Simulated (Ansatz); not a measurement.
Relaxed-ion elastic tensor of OsC (zinc blende, F-43m) in GPa (Voigt order), PBEsol (plane waves, PAW; program Ansatz); density 14.11 g/cm³, 11.90 Å³ per atom.

```tsv
	1	2	3	4	5	6
1	343	294	294	0.0	0.0	0.0
2	294	343	294	0.0	0.0	0.0
3	294	294	343	0.0	0.0	0.0
4	0.0	0.0	0.0	-30.1	0.0	0.0
5	0.0	0.0	0.0	0.0	-30.1	0.0
6	0.0	0.0	0.0	0.0	0.0	-30.1
```

Task: Is the crystal mechanically stable?

Result: No: the smallest eigenvalue of C is -30.1 GPa.

The start of the workflow was typed in or built on a structure type; neither database checked (COD, Materials Project) lists it. Its standing as an ambient phase is unchecked. The cell was relaxed with PBEsol under the symmetry of its start. At this level the phase is mechanically unstable. The run is not spin-polarised. Its formation energy is positive at this level, so the cell may be metastable or incomplete. Spin–orbit coupling is left out wherever it is not named.

Potentials: the earlier of the program's two PAW sets. The files were generated under PBE; for other functionals the program regenerates the frozen cores, and for LDA and PBEsol the local potential too.
